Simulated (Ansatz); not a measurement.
An Ansatz (a program for electronic structure) run. Input:

Ansatz 0.2 input:
```yaml
crystal:
  lattice:
    - [4.1771387297, 0.0, 0.0]
    - [-2.0885693648, 3.617508255, 0.0]
    - [0.0, 0.0, 16.882132575]
  atoms:
    - { symbol: Ge, position: [0.0, 0.0, 0.3390773242] }
    - { symbol: Ge, position: [0.0, 0.0, 0.6609226758] }
    - { symbol: Sb, position: [0.3333333333, 0.6666666667, 0.1172875391] }
    - { symbol: Sb, position: [0.6666666667, 0.3333333333, 0.8827124609] }
    - { symbol: Te, position: [0.0, 0.0, 0.0] }
    - { symbol: Te, position: [0.3333333333, 0.6666666667, 0.7795934066] }
    - { symbol: Te, position: [0.6666666667, 0.3333333333, 0.2204065934] }
    - { symbol: Te, position: [0.3333333333, 0.6666666667, 0.4221798] }
    - { symbol: Te, position: [0.6666666667, 0.3333333333, 0.5778202] }
kpoints:
  mp_grid: { grid: [16, 16, 4] }
hamiltonian:
  xc: lda
  pseudopotentials: { kind: paw }
scf:
  occupations: { method: fermi_dirac, width: 0.1 }
elastic: { mode: relaxed_ion, stencil: two_point, amplitude: 0.005, f_tol: 0.0005 }
```

Output (shortened):

```
Pseudopotential: Ge, paw, valence charge 14
Pseudopotential: Sb, paw, valence charge 15
Pseudopotential: Te, paw, valence charge 16
Functional definition: SPW92
Crystal: 9 atoms, lattice volume = 255.103 Å³
Basis set: ecut = 420 eV, 4911 PW (Γ)
Bands: 83, of which v1, the nominal top of the filled ones, is band 69 counted from 1 (68 counted from 0)
Symmetry: 12 space group operations
Space group: P-3m1 (ITA 164), of the structure as read, at distance tolerance 6.3e-5 Å
k-points: 111 of 1024
SCF 1 converged in 17 iterations: F = -55239.849845 eV  dr2 = 7.21e-14
relax step   1: F+E_penalty+E_count = -55239.84984488 eV  Δ(F+E_penalty+E_count) = +0.000e0 eV  max|allowed force component| = 2.803e-2 eV/Å  Δτ_max = 0.0000 Å  (17 SCF iters, accepted)
Crystal: 9 atoms, lattice volume = 255.103 Å³
SCF 2 converged in 18 iterations: F = -55239.849658 eV  dr2 = 1.89e-14
relax step   2: F+E_penalty+E_count = -55239.84965787 eV  Δ(F+E_penalty+E_count) = +1.870e-4 eV  max|allowed force component| = 4.280e-2 eV/Å  Δτ_max = 0.0096 Å  (18 SCF iters, rejected (line search))
Crystal: 9 atoms, lattice volume = 255.103 Å³
SCF 3 converged in 14 iterations: F = -55239.849976 eV  dr2 = 5.64e-14
relax step   3: F+E_penalty+E_count = -55239.84997628 eV  Δ(F+E_penalty+E_count) = -1.314e-4 eV  max|allowed force component| = 4.612e-3 eV/Å  Δτ_max = 0.0041 Å  (14 SCF iters, accepted)
Crystal: 9 atoms, lattice volume = 255.103 Å³
SCF 4 converged in 12 iterations: F = -55239.849981 eV  dr2 = 3.52e-14
relax step   4: F+E_penalty+E_count = -55239.84998113 eV  Δ(F+E_penalty+E_count) = -4.852e-6 eV  max|allowed force component| = 2.000e-3 eV/Å  Δτ_max = 0.0021 Å  (12 SCF iters, accepted)
Crystal: 9 atoms, lattice volume = 255.103 Å³
SCF 5 converged in 11 iterations: F = -55239.849982 eV  dr2 = 1.57e-14
relax step   5: F+E_penalty+E_count = -55239.84998217 eV  Δ(F+E_penalty+E_count) = -1.039e-6 eV  max|allowed force component| = 4.235e-5 eV/Å  Δτ_max = 0.0006 Å  (11 SCF iters, accepted)
Crystal: 9 atoms, lattice volume = 255.103 Å³
SCF 6 converged in 12 iterations: F = -55239.849982 eV  dr2 = 9.10e-14
Crystal: 9 atoms, lattice volume = 253.828 Å³
Basis set: ecut = 420 eV, 4903 PW (Γ)
Symmetry: 4 space group operations
k-points: 282 of 1024
SCF 7 converged in 17 iterations: F = -55239.848469 eV  dr2 = 1.95e-14
relax step   1: F+E_penalty+E_count = -55239.84846940 eV  Δ(F+E_penalty+E_count) = +0.000e0 eV  max|allowed force component| = 2.471e-2 eV/Å  Δτ_max = 0.0000 Å  (17 SCF iters, accepted)
Crystal: 9 atoms, lattice volume = 253.828 Å³
SCF 8 converged in 13 iterations: F = -55239.848709 eV  dr2 = 1.78e-14
relax step   2: F+E_penalty+E_count = -55239.84870879 eV  Δ(F+E_penalty+E_count) = -2.394e-4 eV  max|allowed force component| = 8.633e-3 eV/Å  Δτ_max = 0.0089 Å  (13 SCF iters, accepted)
Crystal: 9 atoms, lattice volume = 253.828 Å³
SCF 9 converged in 12 iterations: F = -55239.848730 eV  dr2 = 1.10e-14
relax step   3: F+E_penalty+E_count = -55239.84872999 eV  Δ(F+E_penalty+E_count) = -2.119e-5 eV  max|allowed force component| = 1.613e-3 eV/Å  Δτ_max = 0.0020 Å  (12 SCF iters, accepted)
Crystal: 9 atoms, lattice volume = 253.828 Å³
SCF 10 converged in 11 iterations: F = -55239.848732 eV  dr2 = 2.45e-14
relax step   4: F+E_penalty+E_count = -55239.84873212 eV  Δ(F+E_penalty+E_count) = -2.139e-6 eV  max|allowed force component| = 1.006e-3 eV/Å  Δτ_max = 0.0005 Å  (11 SCF iters, accepted)
Crystal: 9 atoms, lattice volume = 253.828 Å³
SCF 11 converged in 10 iterations: F = -55239.848733 eV  dr2 = 1.42e-14
relax step   5: F+E_penalty+E_count = -55239.84873274 eV  Δ(F+E_penalty+E_count) = -6.179e-7 eV  max|allowed force component| = 1.091e-4 eV/Å  Δτ_max = 0.0005 Å  (10 SCF iters, accepted)
Crystal: 9 atoms, lattice volume = 253.828 Å³
SCF 12 converged in 2 iterations: F = -55239.848733 eV  dr2 = 8.70e-15
Crystal: 9 atoms, lattice volume = 256.379 Å³
Basis set: ecut = 420 eV, 4935 PW (Γ)
SCF 13 converged in 16 iterations: F = -55239.847659 eV  dr2 = 8.78e-14
relax step   1: F+E_penalty+E_count = -55239.84765918 eV  Δ(F+E_penalty+E_count) = +0.000e0 eV  max|allowed force component| = 2.392e-2 eV/Å  Δτ_max = 0.0000 Å  (16 SCF iters, accepted)
Crystal: 9 atoms, lattice volume = 256.379 Å³
SCF 14 converged in 13 iterations: F = -55239.847917 eV  dr2 = 8.26e-14
relax step   2: F+E_penalty+E_count = -55239.84791700 eV  Δ(F+E_penalty+E_count) = -2.578e-4 eV  max|allowed force component| = 1.806e-3 eV/Å  Δτ_max = 0.0080 Å  (13 SCF iters, accepted)
Crystal: 9 atoms, lattice volume = 256.379 Å³
SCF 15 converged in 11 iterations: F = -55239.847918 eV  dr2 = 1.96e-14
relax step   3: F+E_penalty+E_count = -55239.84791751 eV  Δ(F+E_penalty+E_count) = -5.072e-7 eV  max|allowed force component| = 4.288e-4 eV/Å  Δτ_max = 0.0004 Å  (11 SCF iters, accepted)
Crystal: 9 atoms, lattice volume = 256.379 Å³
SCF 16 converged in 2 iterations: F = -55239.847918 eV  dr2 = 1.20e-14
Crystal: 9 atoms, lattice volume = 253.828 Å³
Basis set: ecut = 420 eV, 4899 PW (Γ)
SCF 17 converged in 17 iterations: F = -55239.848419 eV  dr2 = 2.95e-14
relax step   1: F+E_penalty+E_count = -55239.84841933 eV  Δ(F+E_penalty+E_count) = +0.000e0 eV  max|allowed force component| = 3.428e-2 eV/Å  Δτ_max = 0.0000 Å  (17 SCF iters, accepted)
Crystal: 9 atoms, lattice volume = 253.828 Å³
SCF 18 converged in 13 iterations: F = -55239.848902 eV  dr2 = 6.80e-14
relax step   2: F+E_penalty+E_count = -55239.84890228 eV  Δ(F+E_penalty+E_count) = -4.830e-4 eV  max|allowed force component| = 1.689e-2 eV/Å  Δτ_max = 0.0135 Å  (13 SCF iters, accepted)
Crystal: 9 atoms, lattice volume = 253.828 Å³
SCF 19 converged in 12 iterations: F = -55239.848958 eV  dr2 = 2.30e-14
relax step   3: F+E_penalty+E_count = -55239.84895770 eV  Δ(F+E_penalty+E_count) = -5.542e-5 eV  max|allowed force component| = 2.265e-3 eV/Å  Δτ_max = 0.0037 Å  (12 SCF iters, accepted)
Crystal: 9 atoms, lattice volume = 253.828 Å³
SCF 20 converged in 11 iterations: F = -55239.848959 eV  dr2 = 2.87e-14
relax step   4: F+E_penalty+E_count = -55239.84895860 eV  Δ(F+E_penalty+E_count) = -8.995e-7 eV  max|allowed force component| = 1.522e-4 eV/Å  Δτ_max = 0.0002 Å  (11 SCF iters, accepted)
Crystal: 9 atoms, lattice volume = 253.828 Å³
SCF 21 converged in 2 iterations: F = -55239.848959 eV  dr2 = 1.53e-14
Crystal: 9 atoms, lattice volume = 256.379 Å³
SCF 22 converged in 17 iterations: F = -55239.848180 eV  dr2 = 3.05e-14
relax step   1: F+E_penalty+E_count = -55239.84817965 eV  Δ(F+E_penalty+E_count) = +0.000e0 eV  max|allowed force component| = 3.424e-2 eV/Å  Δτ_max = 0.0000 Å  (17 SCF iters, accepted)
Crystal: 9 atoms, lattice volume = 256.379 Å³
SCF 23 converged in 13 iterations: F = -55239.848736 eV  dr2 = 8.61e-14
relax step   2: F+E_penalty+E_count = -55239.84873602 eV  Δ(F+E_penalty+E_count) = -5.564e-4 eV  max|allowed force component| = 2.131e-3 eV/Å  Δτ_max = 0.0099 Å  (13 SCF iters, accepted)
Crystal: 9 atoms, lattice volume = 256.379 Å³
SCF 24 converged in 12 iterations: F = -55239.848741 eV  dr2 = 8.78e-15
relax step   3: F+E_penalty+E_count = -55239.84874103 eV  Δ(F+E_penalty+E_count) = -5.010e-6 eV  max|allowed force component| = 2.532e-4 eV/Å  Δτ_max = 0.0011 Å  (12 SCF iters, accepted)
Crystal: 9 atoms, lattice volume = 256.379 Å³
SCF 25 converged in 2 iterations: F = -55239.848741 eV  dr2 = 4.68e-15
Crystal: 9 atoms, lattice volume = 255.102 Å³
Basis set: ecut = 420 eV, 4919 PW (Γ)
SCF 26 converged in 15 iterations: F = -55239.848796 eV  dr2 = 1.23e-14
relax step   1: F+E_penalty+E_count = -55239.84879551 eV  Δ(F+E_penalty+E_count) = +0.000e0 eV  max|allowed force component| = 2.696e-2 eV/Å  Δτ_max = 0.0000 Å  (15 SCF iters, accepted)
Crystal: 9 atoms, lattice volume = 255.102 Å³
SCF 27 converged in 12 iterations: F = -55239.849114 eV  dr2 = 3.75e-14
relax step   2: F+E_penalty+E_count = -55239.84911354 eV  Δ(F+E_penalty+E_count) = -3.180e-4 eV  max|allowed force component| = 1.114e-2 eV/Å  Δτ_max = 0.0149 Å  (12 SCF iters, accepted)
Crystal: 9 atoms, lattice volume = 255.102 Å³
SCF 28 converged in 11 iterations: F = -55239.849153 eV  dr2 = 2.81e-14
relax step   3: F+E_penalty+E_count = -55239.84915290 eV  Δ(F+E_penalty+E_count) = -3.936e-5 eV  max|allowed force component| = 5.406e-3 eV/Å  Δτ_max = 0.0020 Å  (11 SCF iters, accepted)
Crystal: 9 atoms, lattice volume = 255.102 Å³
SCF 29 converged in 11 iterations: F = -55239.849140 eV  dr2 = 6.43e-14
relax step   4: F+E_penalty+E_count = -55239.84913995 eV  Δ(F+E_penalty+E_count) = +1.295e-5 eV  max|allowed force component| = 6.718e-3 eV/Å  Δτ_max = 0.0053 Å  (11 SCF iters, rejected (line search))
Crystal: 9 atoms, lattice volume = 255.102 Å³
SCF 30 converged in 11 iterations: F = -55239.849168 eV  dr2 = 2.58e-14
relax step   5: F+E_penalty+E_count = -55239.84916764 eV  Δ(F+E_penalty+E_count) = -1.473e-5 eV  max|allowed force component| = 3.699e-4 eV/Å  Δτ_max = 0.0018 Å  (11 SCF iters, accepted)
Crystal: 9 atoms, lattice volume = 255.102 Å³
SCF 31 converged in 2 iterations: F = -55239.849168 eV  dr2 = 1.58e-14
Crystal: 9 atoms, lattice volume = 255.102 Å³
SCF 32 converged in 15 iterations: F = -55239.848806 eV  dr2 = 1.05e-14
relax step   1: F+E_penalty+E_count = -55239.84880613 eV  Δ(F+E_penalty+E_count) = +0.000e0 eV  max|allowed force component| = 2.678e-2 eV/Å  Δτ_max = 0.0000 Å  (15 SCF iters, accepted)
Crystal: 9 atoms, lattice volume = 255.102 Å³
SCF 33 converged in 13 iterations: F = -55239.849179 eV  dr2 = 8.50e-15
relax step   2: F+E_penalty+E_count = -55239.84917912 eV  Δ(F+E_penalty+E_count) = -3.730e-4 eV  max|allowed force component| = 2.836e-3 eV/Å  Δτ_max = 0.0129 Å  (13 SCF iters, accepted)
Crystal: 9 atoms, lattice volume = 255.102 Å³
SCF 34 converged in 11 iterations: F = -55239.849183 eV  dr2 = 5.73e-14
relax step   3: F+E_penalty+E_count = -55239.84918264 eV  Δ(F+E_penalty+E_count) = -3.520e-6 eV  max|allowed force component| = 1.743e-3 eV/Å  Δτ_max = 0.0016 Å  (11 SCF iters, accepted)
Crystal: 9 atoms, lattice volume = 255.102 Å³
SCF 35 converged in 10 iterations: F = -55239.849183 eV  dr2 = 4.30e-14
relax step   4: F+E_penalty+E_count = -55239.84918338 eV  Δ(F+E_penalty+E_count) = -7.320e-7 eV  max|allowed force component| = 2.542e-4 eV/Å  Δτ_max = 0.0005 Å  (10 SCF iters, accepted)
Crystal: 9 atoms, lattice volume = 255.102 Å³
SCF 36 converged in 2 iterations: F = -55239.849183 eV  dr2 = 2.67e-14
SCF converged after 12 iterations
Free energy (F): -55239.849982 eV
Harris-Foulkes:  -55239.849982 eV  (|F-HF|=0.00e0)
Internal energy: -55239.804370 eV  (E = F + TS)
E sigma→0 (E₀):  -55239.827176 eV
Entropy (-TS):   -0.045612 eV (-5.068 meV/atom)
Fermi energy:    9.989805 eV
--- Per-component energies (eV) ---
  E_band       = -1850.990192
  E_kinetic    = 1549.033918
  E_local      = -13737.321273  (includes V_loc(G=0)·N_el)
  E_nonlocal   = 42.746107
  E_hartree    = 7331.644925
  E_xc         = -1048.022738
  E_vxc        = -852.140531  (∫ρ·V_xc dr)
  E_paw        = -35274.721813  (= ΣΔE_a)
  E_vpaw       = -3516.597800  (= ΣTr[D̂ρ^β])
  E_aug_tail   = -0.000440  (compensation charges beyond the density's cutoff)
  E_ewald      = -14111.490661
  E_core_change = 8.327605  (= ΣΔE_core)
  E_smearing   = -0.045612  (= −TS)
  E_closure    =  0.000000  (closes the sum)
  Σ components = -55239.849982   (vs F -55239.849982, Δ=0.00e0)
--- Forces (eV/Å), atoms counted from 1 ---
  atom   1  Ge     0.00000000     0.00000000     0.00002082
  atom   2  Ge     0.00000000     0.00000000    -0.00002082
  atom   3  Sb     0.00000000     0.00000000     0.00002571
  atom   4  Sb     0.00000000     0.00000000    -0.00002571
  atom   5  Te     0.00000000     0.00000000     0.00000000
  atom   6  Te     0.00000000     0.00000000    -0.00001560
  atom   7  Te     0.00000000     0.00000000     0.00001560
  atom   8  Te     0.00000000     0.00000000    -0.00004237
  atom   9  Te     0.00000000     0.00000000     0.00004237
  max |Σ_I F_I| component: 1.16e-17 eV/Å
--- Stress (GPa, compression-positive) ---
       -0.052976       0.000000       0.000000
        0.000000      -0.052976       0.000000
        0.000000       0.000000      -0.017244
  P = ⅓ Tr σ = -0.0411 GPa (-0.411 kbar)
--- Band table (eV; the first three rows and the last of 111) ---
  k-point 0: bands = ["-27.3414", "-27.3414", "-27.3414", "-27.3414", "-27.3394", "-27.3394", "-27.3341", "-27.3341", "-27.3341", "-27.3341", "-27.1580", "-27.1489", "-27.1489", "-27.1119", "-27.1119", "-26.9635", "-26.9635", "-26.9614", "-26.9614", …
  k-point 1: bands = ["-27.3414", "-27.3414", "-27.3414", "-27.3414", "-27.3394", "-27.3394", "-27.3341", "-27.3341", "-27.3341", "-27.3341", "-27.1580", "-27.1489", "-27.1489", "-27.1119", "-27.1119", "-26.9635", "-26.9635", "-26.9614", "-26.9614", …
  k-point 2: bands = ["-27.3414", "-27.3414", "-27.3414", "-27.3414", "-27.3394", "-27.3394", "-27.3341", "-27.3341", "-27.3341", "-27.3341", "-27.1580", "-27.1489", "-27.1489", "-27.1119", "-27.1119", "-26.9635", "-26.9635", "-26.9614", "-26.9614", …
  k-point 110: bands = ["-27.3417", "-27.3417", "-27.3416", "-27.3416", "-27.3381", "-27.3381", "-27.3331", "-27.3331", "-27.3327", "-27.3327", "-27.1567", "-27.1495", "-27.1494", "-27.1107", "-27.1104", "-26.9628", "-26.9608", "-26.9605", "-26.9590", …
--- Elastic constants: 3 strain directions × 2 members + reference (group order 12) ---
  dense FFT box of the reference and of every strained cell: 30×30×120
  strains applied: 11, 33, 23; error gains …
  reference relaxed by the batch: 5 steps …
  largest displacement 4.2e-3 Å; the constants are those of the deck's cell at these positions:
  atoms:
    - { symbol: Ge, position: [0.0, 0.0, 0.3391003764661164] }
    - { symbol: Ge, position: [0.0, 0.0, 0.6608996235338835] }
    - { symbol: Sb, position: [0.33333333333333337, 0.6666666666666667, 0.11723902300756614] }
    - { symbol: Sb, position: [0.6666666666666667, 0.33333333333333337, 0.882760976992434] }
    - { symbol: Te, position: [0.0, 0.0, 0.0] }
    - { symbol: Te, position: [0.33333333333333337, 0.6666666666666667, 0.7793456525748846] }
    - { symbol: Te, position: [0.6666666666666667, 0.33333333333333337, 0.2206543474251156] }
    - { symbol: Te, position: [0.33333333333333337, 0.6666666666666667, 0.4222196274175517] }
    - { symbol: Te, position: [0.6666666666666667, 0.33333333333333337, 0.5777803725824482] }
  C = ∂σ_k/∂η_j (tension-positive GPa; Voigt order 11 22 33 23 13 12):
        83.350     26.964     30.706    -18.266      0.000      0.000
        26.964     83.350     30.706     18.266      0.000      0.000
        30.749     30.749     56.995      0.000      0.000      0.000
       -18.279     18.279      0.000     40.773      0.000      0.000
         0.000      0.000      0.000      0.000     40.773    -18.279
         0.000      0.000      0.000      0.000    -18.266     28.193
  reference stress σ⁰ (GPa):      0.053      0.053      0.017      0.000      0.000      0.000
  moduli (Voigt/Reuss/Hill, GPa): K = 44.50/43.39/43.94   G = 30.97/21.76/26.36   E = 65.91   ν = 0.250
  mechanically stable: yes (min eigenvalue of sym C = 15.16 GPa)
  strain η (Voigt 11):  stress-route row diagonal C_11 = 83.35 GPa, energy-path curvature d²(F+E_count+ΔE)/dδ²/Ω₀ = 83.34 GPa
         δ    σ_11 (GPa)             F (eV)   n_scf  n_hpsi   n_pw
    -5.000e-3      -0.3690      -55239.8487327       2  183963   4997   relax 5 steps, max|allowed force component| 1.09e-4 eV/Å
     5.000e-3       0.4645      -55239.8479175       2  183838   5052   relax 3 steps, max|allowed force component| 4.29e-4 eV/Å
  strain η (Voigt 33):  stress-route row diagonal C_33 = 57.00 GPa, energy-path curvature d²(F+E_count+ΔE)/dδ²/Ω₀ = 56.97 GPa
         δ    σ_33 (GPa)             F (eV)   n_scf  n_hpsi   n_pw
    -5.000e-3      -0.2774      -55239.8489586       2   72751   4992   relax 4 steps, max|allowed force component| 1.52e-4 eV/Å
     5.000e-3       0.2926      -55239.8487410       2   72608   5044   relax 3 steps, max|allowed force component| 2.53e-4 eV/Å
  strain η (Voigt 23):  stress-route row diagonal C_44 = 40.77 GPa, energy-path curvature d²(F+E_count+ΔE)/dδ²/Ω₀ = 40.76 GPa
         δ    σ_23 (GPa)             F (eV)   n_scf  n_hpsi   n_pw
    -5.000e-3      -0.2067      -55239.8491676       2  183616   5020   relax 5 steps, max|allowed force component| 3.70e-4 eV/Å
     5.000e-3       0.2010      -55239.8491834       2  184551   5020   relax 4 steps, max|allowed force component| 2.54e-4 eV/Å
```

Cost: around 100 core-minutes (rough) on shared cores.

The cell was relaxed with LDA under the symmetry of its start. A crystal of weakly bound layers computed without a dispersion correction: the cell and the soft elastic constants depend strongly on that. As this level gives no gap, shear constants depend on the k-mesh and smearing (Fermi–Dirac, 0.1 eV here). Spin–orbit coupling is left out wherever it is not named.

Potentials: the later of the program's two PAW sets.

Ansatz is a plane-wave DFT program.
